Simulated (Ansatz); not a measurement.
Cu₂SO₄:
```
CELL_PARAMETERS angstrom
      2.18993    -5.31836     0.00000
      2.18993     5.31836     0.00000
      0.00000     0.00000    30.00000
ATOMIC_POSITIONS crystal
  Cu 0.00000 0.50000 0.52412
  S  0.50000 0.50000 0.50000
  O  0.77193 0.61349 0.52942
  O  0.22807 0.38651 0.52942
  O  0.61349 0.77193 0.47058
  O  0.38651 0.22807 0.47058
  Cu 0.50000 0.00000 0.47588
```
Free-standing layer in the xy plane with vacuum along z and no interaction between images.

In-plane strain on the r²SCAN+D4-relaxed layer, atoms relaxed; plane-wave PAW r²SCAN+D4 (Ansatz code). Band edges on the k-mesh, from the upper vacuum level. Strained cells keep their symmetry and size, so buckling under compression is not allowed; words on stability below refer to the unstrained layer.

| strain x / y (%) | ΔE (meV/atom) | tension xx (N/m) | tension yy (N/m) | thickness (Å) | VBM (eV) | CBM (eV) |
|---|---|---|---|---|---|---|
| -4 / -4 | 35.3 | -1.23 | -7.79 | 1.82 | -5.31 | -2.47 |
| -2 / -2 | 8.6 | -0.57 | -3.73 | 1.79 | -5.35 | -2.73 |
| -1 / 0 | 0.1 | -0.11 | -0.16 | 1.77 | -5.42 | -2.99 |
| 0 / -1 | 1.7 | -0.15 | -1.63 | 1.78 | -5.39 | -2.89 |
| 0 / 0 | 0.0 | 0.00 | -0.01 | 1.77 | -5.42 | -3.01 |
| 0 / 1 | 1.6 | 0.16 | 1.56 | 1.75 | -5.46 | -3.14 |
| 1 / 0 | 0.1 | 0.12 | 0.15 | 1.76 | -5.43 | -3.02 |
| 2 / 2 | 8.2 | 0.51 | 3.27 | 1.74 | -5.52 | -3.29 |
| 4 / 4 | 31.4 | 0.94 | 6.02 | 1.72 | -5.62 | -3.58 |

Space group C222. The layer was cut from a bulk entry of the Materials Project (measured or hypothetical); whether that bulk phase is the ambient one, and whether the layer has been isolated, was not checked. Symmetry was held in the r²SCAN+D4 relaxation; whether a distortion lowers the energy is not shown. The workflow began spin-polarised and lost its moments. No Hubbard U is applied.

Potentials: the later of the program's two PAW sets.

Edges and masses are those of Kohn–Sham bands, whose gap is no quasiparticle gap.
